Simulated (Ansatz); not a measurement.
Consider the following.

FeNi$_{3}$:
```xyz
4
Lattice="3.5437 0.0000 0.0000 0.0000 3.5437 0.0000 0.0000 0.0000 3.5437" Properties=species:S:1:pos:R:3 pbc="T T T"
Fe     0.0000     0.0000     0.0000
Ni     0.0000     1.7719     1.7719
Ni     1.7719     0.0000     1.7719
Ni     1.7719     1.7719     0.0000
```
Starting moments (μB, in the order of the atoms Fe Ni Ni Ni): 3.0 0.7 0.7 0.7.

This is the PBE-relaxed structure.

Q: All from PBE in the plane-wave PAW code Ansatz, unless another level is named. Give the Debye temperature from the elastic constants.

A: 497 K.

Q: Predict the elastic constants (relaxed ions, GPa).

A: C11 = 276, C12 = 155, C44 = 132.

Space group Pm-3m (Cu3Au type). Symmetry was held in the PBE relaxation. The final state is ferromagnetic, chosen from 5 collinear starts compared on coarse meshes (ties went to the first, and starts can fall back to one state), not a proven ground state. Textbook magnetic order: ferromagnetic. As this level gives no gap, shear constants depend on the k-mesh and smearing (Fermi–Dirac, 0.1 eV here).

Potentials: the later of the program's two PAW sets.
